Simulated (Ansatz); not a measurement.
An Ansatz (a first-principles code) run. Input:

Ansatz 0.2 input:
```yaml
crystal:
  lattice:
    - [5.2645145863, 0.0, 0.0]
    - [-2.6322572931, 4.5592033703, 0.0]
    - [0.0, 0.0, 4.9113916779]
  atoms:
    - { symbol: Ta, position: [0.6670252111, 0.6670252111, 0.7526229811] }
    - { symbol: Ta, position: [0.3329747889, 0.3329747889, 0.2473770189] }
    - { symbol: Ta, position: [0.3329747889, 0.0, 0.7526229811] }
    - { symbol: Ta, position: [0.6670252111, 0.0, 0.2473770189] }
    - { symbol: Ta, position: [0.0, 0.3329747889, 0.7526229811] }
    - { symbol: Ta, position: [0.0, 0.6670252111, 0.2473770189] }
    - { symbol: N, position: [0.6666666667, 0.3333333333, 0.5] }
    - { symbol: N, position: [0.3333333333, 0.6666666667, 0.5] }
    - { symbol: N, position: [0.0, 0.0, 0.0] }
kpoints:
  mp_grid: { grid: [7, 7, 6] }
  band_path:
    path:
      - [[0.0, 0.0, 0.0], [0.5, 0.0, 0.0], [0.3333333333, 0.3333333333, 0.0], [0.0, 0.0, 0.0], [0.0, 0.0, 0.5], [0.5, 0.0, 0.5], [0.3333333333, 0.3333333333, 0.5], [0.0, 0.0, 0.5]]  # Γ-M-K-Γ-A-L-H-A
      - [[0.5, 0.0, 0.5], [0.5, 0.0, 0.0]]  # L-M
      - [[0.3333333333, 0.3333333333, 0.5], [0.3333333333, 0.3333333333, 0.0], [0.3333333333, 0.3333333333, -0.5]]  # H-K-H_2
    npoints: 7
basis: { xc_grid: 2 }
hamiltonian:
  xc: pbesol
  pseudopotentials: { kind: paw }
magnetization: { noncollinear: true, spin_orbit: true }
scf:
  n_extra_bands: 19
  convergence: { dr2_threshold: 0.0000000001 }
  occupations: { method: gaussian, width: 0.05 }
output: { eigenvalues: true }
```

Output (shortened):

```
Pseudopotential: Ta, paw_fr, valence charge 13
Pseudopotential: N, paw_fr, valence charge 5
Functional definition: PBEsol
non-collinear run that drives no moment, with spin-orbit …
Crystal: 9 atoms, lattice volume = 117.883 Å³
Basis set: ecut = 420 eV, 2303 PW (Γ), exchange–correlation on 72×72×72 points (8 copies of the dense FFT grid, shifted against one another)
Bands: 112, of which v1, the nominal top of the filled ones, is band 93 counted from 1 (92 counted from 0)
Symmetry: 12 space group operations + 12 with time reversal
k-points: 40 of 294
Projection manifold: j_resolved (fully-relativistic pseudo-atomic orbitals)
SCF iter   1: F=—  HF=-60117.410065 eV  |F-HF|=—  |Δ(HF+E_count)|=         —  Δρ=4.56e-2  dr2=3.30e0  dr2_m=0.00e0 (ungated)  ethr=3.10e-3  |M|=0.00e0 ∫|m|=0.00e0 μB  |m|>n=0.0e0 m-floor=0.0e0 τ_xc=0.0e0  β_m=0.30  ⟨swp⟩=5.2  Hψ=10339  notcnv=0  defer=30
preconditioner: auto → Resta (q_TF=auto, 2.623 Å⁻¹)
spin=Noncollinear: Resta preconditioning applied to the charge; magnetization (m_x, m_y, m_z) channels mix plain (no charge-response kernel on spin).
SCF iter   2: F=—  HF=-60117.041950 eV  |F-HF|=—  |Δ(HF+E_count)|=   3.68e-1  Δρ=3.32e-2  dr2=1.67e0  dr2_m=0.00e0 (ungated)  ethr=3.10e-3  |M|=0.00e0 ∫|m|=0.00e0 μB  |m|>n=0.0e0 m-floor=0.0e0 τ_xc=0.0e0  β_m=0.65  ⟨swp⟩=1.1  Hψ=2605  notcnv=0  defer=148
SCF iter   3: F=—  HF=-60116.670631 eV  |F-HF|=—  |Δ(HF+E_count)|=   3.71e-1  Δρ=6.68e-3  dr2=7.03e-2  dr2_m=0.00e0 (ungated)  ethr=1.79e-3  |M|=0.00e0 ∫|m|=0.00e0 μB  |m|>n=0.0e0 m-floor=0.0e0 τ_xc=0.0e0  β_m=0.63  ⟨swp⟩=4.0  Hψ=3837  notcnv=0  defer=500
SCF iter   4: F=—  HF=-60116.655511 eV  |F-HF|=—  |Δ(HF+E_count)|=   1.51e-2  Δρ=1.97e-3  dr2=4.33e-3  dr2_m=0.00e0 (ungated)  ethr=7.56e-5  |M|=0.00e0 ∫|m|=0.00e0 μB  |m|>n=0.0e0 m-floor=0.0e0 τ_xc=0.0e0  β_m=0.81  ⟨swp⟩=2.1  Hψ=3474  notcnv=0  defer=502
SCF iter   5: F=—  HF=-60116.654011 eV  |F-HF|=—  |Δ(HF+E_count)|=   1.50e-3  Δρ=2.60e-4  dr2=7.70e-5  dr2_m=0.00e0 (ungated)  ethr=4.66e-6  |M|=0.00e0 ∫|m|=0.00e0 μB  |m|>n=0.0e0 m-floor=0.0e0 τ_xc=0.0e0  β_m=0.90  ⟨swp⟩=2.2  Hψ=2972  notcnv=0  defer=502
SCF iter   6: F=—  HF=-60116.653994 eV  |F-HF|=—  |Δ(HF+E_count)|=   1.70e-5  Δρ=6.09e-5  dr2=2.85e-6  dr2_m=0.00e0 (ungated)  ethr=8.28e-8  |M|=0.00e0 ∫|m|=0.00e0 μB  |m|>n=0.0e0 m-floor=0.0e0 τ_xc=0.0e0  β_m=0.95  ⟨swp⟩=2.2  Hψ=3052  notcnv=0  defer=502
SCF iter   7: F=—  HF=-60116.654192 eV  |F-HF|=—  |Δ(HF+E_count)|=   1.98e-4  Δρ=2.59e-5  dr2=8.14e-7  dr2_m=0.00e0 (ungated)  ethr=3.06e-9  |M|=0.00e0 ∫|m|=0.00e0 μB  |m|>n=0.0e0 m-floor=0.0e0 τ_xc=0.0e0  β_m=0.83  ⟨swp⟩=2.0  Hψ=2898  notcnv=0  defer=502
SCF iter   8: F=—  HF=-60116.654192 eV  |F-HF|=—  |Δ(HF+E_count)|=   1.77e-7  Δρ=5.95e-6  dr2=3.76e-8  dr2_m=0.00e0 (ungated)  ethr=8.75e-10  |M|=0.00e0 ∫|m|=0.00e0 μB  |m|>n=0.0e0 m-floor=0.0e0 τ_xc=0.0e0  β_m=0.85  ⟨swp⟩=2.0  Hψ=2886  notcnv=0  defer=502
SCF iter  10: F=-60116.654192 eV  HF=-60116.654192 eV  |F-HF|=1.46e-11  |Δ(HF+E_count)|=  2.55e-10  Δρ=1.12e-7  dr2=1.32e-11  dr2_m=0.00e0 (ungated)  ethr=1.00e-12  |M|=0.00e0 ∫|m|=0.00e0 μB  |m|>n=0.0e0 m-floor=0.0e0 τ_xc=0.0e0  ⟨swp⟩=12.1  Hψ=8086  notcnv=0
SCF 1 converged in 10 iterations: F = -60116.654192 eV  dr2 = 1.32e-11
NSCF: frozen V_eff on 73 k-points
SCF converged after 10 iterations
Magnetization: |M| = 0.0000 μB,  M = (+0.0000, +0.0000, +0.0000) μB
Absolute magnetization: 0.0000 μB (∫|m|)
  site 0: m = (+0.0000, +0.0000, +0.0000) μB, |m| = 0.0000 μB  (R = 0.88 Å)
  site 1: m = (+0.0000, +0.0000, +0.0000) μB, |m| = 0.0000 μB  (R = 0.88 Å)
  site 2: m = (+0.0000, +0.0000, +0.0000) μB, |m| = 0.0000 μB  (R = 0.88 Å)
  site 3: m = (+0.0000, +0.0000, +0.0000) μB, |m| = 0.0000 μB  (R = 0.88 Å)
  site 4: m = (+0.0000, +0.0000, +0.0000) μB, |m| = 0.0000 μB  (R = 0.88 Å)
  site 5: m = (+0.0000, +0.0000, +0.0000) μB, |m| = 0.0000 μB  (R = 0.88 Å)
  site 6: m = (+0.0000, +0.0000, +0.0000) μB, |m| = 0.0000 μB  (R = 0.89 Å)
  site 7: m = (+0.0000, +0.0000, +0.0000) μB, |m| = 0.0000 μB  (R = 0.89 Å)
  site 8: m = (+0.0000, +0.0000, +0.0000) μB, |m| = 0.0000 μB  (R = 0.88 Å)
Free energy (F): -60116.654192 eV
Harris-Foulkes:  -60116.654192 eV  (|F-HF|=1.46e-11)
Internal energy: -60116.650708 eV  (E = F + TS)
E sigma→0 (E₀):  -60116.652450 eV
Entropy (-TS):   -0.003484 eV (-0.387 meV/atom)
Fermi energy:    20.068785 eV
--- Per-component energies (eV) ---
  E_band       = -495.812081
  E_kinetic    = 2601.466203
  E_local      = -3594.439314  (includes V_loc(G=0)·N_el)
  E_nonlocal   = 220.138293
  E_hartree    = 1242.206748
  E_xc         = -1484.645971
  E_vxc        = -1457.580979  (∫ρ·V_xc dr)
  E_paw        = -50118.984195  (= ΣΔE_a)
  E_vpaw       = -749.811052  (= ΣTr[D̂ρ^β])
  E_aug_tail   = 0.001228  (compensation charges beyond the density's cutoff)
  E_ewald      = -8983.788225
  E_core_change = 1.394523  (= ΣΔE_core)
  E_smearing   = -0.003484  (= −TS)
  E_closure    = 0.000000  (closes the sum)
  Σ components = -60116.654192   (vs F -60116.654192, Δ=0.00e0)
  [band-id]    e_kinetic+e_local+e_nonlocal+2·e_hartree+e_vxc+e_vpaw+e_augmentation_tail = -495.812123   (vs E_band -495.812081, Δ=-4.18e-5)
--- Band table (eV; the first three rows and the last of 40) ---
  k-point 0: bands = ["-48.0681", "-48.0681", "-47.9856", "-47.9856", "-47.9708", "-47.9708", "-47.9708", "-47.9708", "-47.9702", "-47.9702", "-47.9702", "-47.9702", "-21.0722", "-21.0722", "-21.0597", "-21.0597", "-21.0413", "-21.0413", "-21.0388", …
  k-point 1: bands = ["-48.0626", "-48.0626", "-47.9912", "-47.9912", "-47.9712", "-47.9712", "-47.9712", "-47.9712", "-47.9698", "-47.9698", "-47.9698", "-47.9698", "-21.0689", "-21.0689", "-21.0595", "-21.0595", "-21.0488", "-21.0488", "-21.0333", …
  k-point 2: bands = ["-48.0477", "-48.0477", "-48.0062", "-48.0062", "-47.9715", "-47.9715", "-47.9715", "-47.9715", "-47.9694", "-47.9694", "-47.9694", "-47.9694", "-21.0654", "-21.0654", "-21.0586", "-21.0586", "-21.0563", "-21.0563", "-21.0297", …
  k-point 39: bands = ["-48.0204", "-48.0204", "-48.0046", "-48.0046", "-48.0043", "-48.0043", "-47.9722", "-47.9722", "-47.9677", "-47.9677", "-47.9669", "-47.9669", "-21.0650", "-21.0650", "-21.0566", "-21.0566", "-21.0438", "-21.0438", "-20.9548", …
```

Cost: around 3 core-minutes (rough) on shared cores.

Space group P-31m. The first step of the workflow began from a Materials Project structure, measured or hypothetical; the Crystallography Open Database copy checked does not list it. Whether it is the stable phase at ambient conditions was not checked. The cell was relaxed with PBEsol under the symmetry of its start; of distortions, only those at the zone centre were tested. No spin polarisation was allowed.

Potentials: the later of the program's two PAW sets.

Ansatz is a plane-wave DFT program.
